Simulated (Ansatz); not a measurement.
## Relaxing Zn

The calculation used DFT r2SCAN, scalar-relativistic, plane waves, PAW in Ansatz. Settings: 500 eV cutoff, 18×18×8 k-mesh, Gaussian smearing of 0.10 eV, no spin polarisation.

What was changed: relaxed at 8 GPa.

Command:

```bash
ansatz run input.yaml --threads 1 --pin off --max-ram 2560MiB --backend cpu --events-out ev --progress --plain --runs-dir out
```

Input:

```yaml
crystal:
  lattice:
    - [2.5361768287, 0.0, 0.0]
    - [-1.2680884143, 2.1963935622, 0.0]
    - [0.0, 0.0, 4.7043688447]
  atoms:
    - { symbol: Zn, position: [0.3333333333, 0.6666666667, 0.25] }
    - { symbol: Zn, position: [0.6666666667, 0.3333333333, 0.75] }
basis:
  ecutwfc: 500
kpoints:
  mp_grid: { grid: [18, 18, 8] }
hamiltonian:
  xc: r2scan
scf:
  occupations: { method: gaussian, width: 0.1 }
output:
  forces: true
  stress: true
  eigenvalues: true
relax:
  adjacent_minimum: "off"
  f_tol: 0.008
  max_steps: 50
  cell: { stress_tol: 0.08, p_target: 8.0 }
```

F is the free energy. Steps run on the plane waves of an earlier cell, but the last one, and at times one on the way, on a freshly chosen basis, so a repeated geometry can differ a little in energy. The relaxation lowers the enthalpy F + PV at the target pressure, so F itself can rise.

Steps:

| step | F − F(1) (eV) | largest force component (eV/Å) | V (Å³/atom) | P (GPa) |
| --- | --- | --- | --- | --- |
| 1 | 0.0000 | 0.000 | 13.103 | 10.75 |
| 2 | -0.0212 | 0.000 | 13.269 | 8.88 |
| 3 | -0.0306 | 0.000 | 13.345 | 7.87 |
| 4 | -0.0298 | 0.000 | 13.333 | 7.78 |
| 5 | -0.0277 | 0.000 | 13.311 | 8.00 |
| 6 | -0.0278 | 0.000 | 13.311 | 8.00 |

Relaxed structure:

```cif
data_structure
_symmetry_space_group_name_H-M 'P 1'
_symmetry_Int_Tables_number 1
_cell_length_a 2.5681
_cell_length_b 2.5681
_cell_length_c 4.6610
_cell_angle_alpha 90.000
_cell_angle_beta 90.000
_cell_angle_gamma 120.000
_cell_volume 26.62
loop_
_atom_site_label
_atom_site_type_symbol
_atom_site_fract_x
_atom_site_fract_y
_atom_site_fract_z
_atom_site_occupancy
Zn1 Zn 0.33333 0.66667 0.25000 1
Zn2 Zn 0.66667 0.33333 0.75000 1
```

Symmetry: P6_3/mmc, No. 194, hexagonal system. The conventional cell has a = 2.568 Å, b = 2.568 Å, c = 4.661 Å, α = 90.00°, β = 90.00°, γ = 120.00°. Around Zn (site symmetry -6m2) lie 12 Zn at 2.57 to 2.76 Å.

The run converged. It took 64 s on 1 thread of Arm Neoverse V1, on a shared host, peak memory 0.43 GiB.